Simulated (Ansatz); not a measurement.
Bi₂SO₂ in space group Pnnm (No. 58; Bi on 4g, S on 2a, O on 4g), the program Ansatz at the PBEsol level (PAW). The conduction-band minimum lies at Γ, with 1 equivalent valley. Second derivatives d²E/dk² of the lowest band at one valley (eV·Å²), along Cartesian directions:

| direction | d²E/dk² |
|---|---|
| [100] | 50.34 |
| [010] | 24.04 |
| [001] | 49.75 |
| [110] | 37.21 |
| [101] | 50.05 |
| [011] | 36.91 |

Find the principal effective masses, the density-of-states mass and the conductivity mass.

Off-diagonal terms follow from H_xy = H[110] − (H_xx + H_yy)/2, and m*/mₑ = 7.620 eV·Å² over each eigenvalue: 0.15, 0.15, 0.32. One valley's DOS mass (m₁m₂m₃)^(1/3) = 0.19, conductivity mass 3/(Σ 1/mᵢ) = 0.18 mₑ.

What effective density of states Nc follows at 300 K for parabolic valleys?

Nc = 2.509e19 × 1 × (0.19)^(3/2) ≈ 2.1e18 cm⁻³.

With the computed static dielectric constant 209 (mean of the diagonal), estimate a hydrogenic donor's binding energy and radius.

E = 13.606 eV × 0.18/209² ≈ 0.056 meV; a = 0.529 Å × ε/m* ≈ 610 Å. Semilocal masses tend to be too small when the gap is underestimated.

The workflow started from a Materials Project entry (that database holds measured and hypothetical structures alike); the Crystallography Open Database copy checked does not list it. Whether it is the stable phase at ambient conditions was not checked. The cell was relaxed with PBEsol under the symmetry of its start; whether a distortion lowers the energy is not shown. Spin–orbit coupling is left out wherever it is not named.

Potentials: the later of the program's two PAW sets.
